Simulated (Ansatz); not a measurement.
LaAlH₆:
Space group R-3m, hexagonal axes (No. 166); a = b = 6.522 Å, c = 6.298 Å, α = β = 90.00°, γ = 120.00°

```
atom  site  symmetry       x       y       z
----  ----  --------  ------  ------  ------
La      3b       -3m  0.0000  0.0000  0.5000
Al      3a       -3m  0.0000  0.0000  0.0000
H      18h        .m  0.1175  0.2350  0.1741
```
(The calculation used a cell of 8 atoms; values per cell refer to that cell.)

Relaxed at zero pressure with r²SCAN in the plane-wave PAW code Ansatz.

### Question
The volume is raised by 3 % and shape and atoms relax at that volume. What pressure results, and how do the axes share the change?

### Answer
-1.9 GPa; a 1.2 %, b 1.2 %, c 0.6 %; the energy rises by 2 meV/atom.

### Question
Give the new structure.

### Answer

Space group R-3m, hexagonal axes (No. 166); a = b = 6.598 Å, c = 6.337 Å, α = β = 90.00°, γ = 120.00°

| atom | site | symmetry | x | y | z |
|---|---|---|---|---|---|
| La | 3b | -3m | 0.0000 | 0.0000 | 0.5000 |
| Al | 3a | -3m | 0.0000 | 0.0000 | 0.0000 |
| H | 18h | .m | 0.1169 | 0.2338 | 0.1737 |

The phase is kept; no other phase was compared at this pressure.

The first step of the workflow began from a Materials Project structure, measured or hypothetical; the Crystallography Open Database copy checked does not list it. Its standing as an ambient phase is unchecked. The cell was relaxed with r²SCAN under the symmetry of its start; whether a distortion lowers the energy is not shown. Spin–orbit coupling is left out wherever it is not named.

Potentials: the later of the program's two PAW sets.
